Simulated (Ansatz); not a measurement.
PdSe2O5:
```yaml
crystal:
  lattice:
    - [6.10816, 2.81068, 0.00000]
    - [-6.10816, 2.81068, 0.00000]
    - [-2.13076, 0.00000, 6.78059]
  atoms:
    - { symbol: Pd, position: [0.00000, 0.00000, 0.00000] }
    - { symbol: Pd, position: [0.00000, 0.00000, 0.50000] }
    - { symbol: Se, position: [0.45233, 0.73000, 0.18022] }
    - { symbol: Se, position: [0.54767, 0.27000, 0.81978] }
    - { symbol: Se, position: [0.73000, 0.45233, 0.31978] }
    - { symbol: Se, position: [0.27000, 0.54767, 0.68022] }
    - { symbol: O, position: [0.09990, 0.35767, 0.87339] }
    - { symbol: O, position: [0.90010, 0.64233, 0.12661] }
    - { symbol: O, position: [0.35767, 0.09990, 0.62661] }
    - { symbol: O, position: [0.64233, 0.90010, 0.37339] }
    - { symbol: O, position: [0.54854, 0.54854, 0.75000] }
    - { symbol: O, position: [0.45146, 0.45146, 0.25000] }
    - { symbol: O, position: [0.64117, 0.89833, 0.99444] }
    - { symbol: O, position: [0.35883, 0.10167, 0.00556] }
    - { symbol: O, position: [0.89833, 0.64117, 0.50556] }
    - { symbol: O, position: [0.10167, 0.35883, 0.49444] }
```

Relaxed with r²SCAN+D4.

### Question
Which orbitals make up the states near the band edges in r²SCAN+D4 in the plane-wave PAW code Ansatz?

### Answer
Top 1 eV of the valence band: Pd 4d 70 %, O 2p 25 %. Bottom 1 eV of the conduction band: Pd 4d 49 %, O 2p 28 %, Se 4p 11 %, O 2s 8 %. Projections are on Löwdin-orthogonalised atomic valence shells; empty p or d shells of many metals are not among them.

### Question
Tabulate the density of states.

### Answer
States/eV per cell of 16 atoms, in 0.25 eV bins, energy from the valence-band maximum.

```
E (eV)  total   O 2p  Pd 4d  Se 4p
------  -----  -----  -----  -----
-7.85    6.33   4.00   0.39   1.49
-7.60    3.79   2.49   0.25   0.72
-7.35   10.66   6.33   1.39   2.24
-7.10   10.56   6.64   0.59   2.50
-6.85   10.66   6.87   0.29   2.54
-6.60    7.87   4.87   0.21   2.04
-6.35    1.64   1.01   0.04   0.45
-6.10    1.61   0.89   0.06   0.58
-5.85    4.11   2.35   0.22   1.29
-5.60    5.86   3.68   0.40   1.33
-5.35   10.05   6.92   0.75   1.60
-5.10    7.93   5.42   0.66   1.34
-4.85    9.47   6.69   0.71   1.34
-4.60    5.06   4.01   0.54   0.27
-4.35    7.36   5.31   1.13   0.41
-4.10    9.38   6.57   1.52   0.70
-3.85   13.72   9.84   2.39   0.78
-3.60   12.44   9.17   1.83   0.78
-3.35   17.13  13.39   1.97   0.85
-3.10   19.06  15.24   2.28   0.71
-2.85   14.81  12.10   1.55   0.59
-2.60   11.15   9.39   0.96   0.41
-2.35   16.00  13.57   0.77   0.78
-2.10    7.10   5.64   0.31   0.61
-1.85    2.99   2.05   0.16   0.41
-1.60    3.64   0.76   2.43   0.19
-1.35    5.32   0.69   4.20   0.17
-1.10   12.71   2.52   9.35   0.44
-0.85   11.17   2.93   7.64   0.33
-0.60   18.16   4.74  12.61   0.24
-0.35    9.60   2.55   6.68   0.05
-0.10    4.19   0.60   3.33   0.02
0.15     0.00   0.00   0.00   0.00
0.40     0.00   0.00   0.00   0.00
0.65     0.00   0.00   0.00   0.00
0.90     0.00   0.00   0.00   0.00
1.15     0.00   0.00   0.00   0.00
1.40     2.84   0.66   1.50   0.33
1.65     4.58   1.20   2.34   0.51
1.90     3.24   0.95   1.54   0.35
2.15     3.82   1.22   1.74   0.39
2.40     1.51   0.52   0.68   0.13
2.65     0.00   0.00   0.00   0.00
2.90     2.53   0.47   0.06   1.57
3.15     5.73   1.20   0.10   3.44
3.40     5.38   1.28   0.06   3.05
3.65     2.16   0.54   0.02   1.16
3.90     0.19   0.05   0.00   0.10
4.15     0.00   0.00   0.00   0.00
4.40     1.80   0.49   0.01   0.89
4.65     6.41   1.63   0.06   3.14
4.90     6.21   1.59   0.08   3.03
5.15    10.89   3.05   0.16   5.22
5.40     7.29   2.07   0.10   3.33
5.65    12.61   4.16   0.24   5.49
5.90    12.81   4.42   0.17   5.74
6.15    15.05   5.39   0.17   6.80
```

Space group C2/c. The first step of the workflow began from a Materials Project structure, measured or hypothetical; the Crystallography Open Database files this formula in space group No. 15, but the cells were not matched. Whether it is the stable phase at ambient conditions was not checked. The cell was relaxed with r²SCAN+D4 under the symmetry of its start; whether a distortion lowers the energy is not shown. No spin polarisation was allowed. Spin–orbit coupling is left out wherever it is not named.

Potentials: the later of the program's two PAW sets.
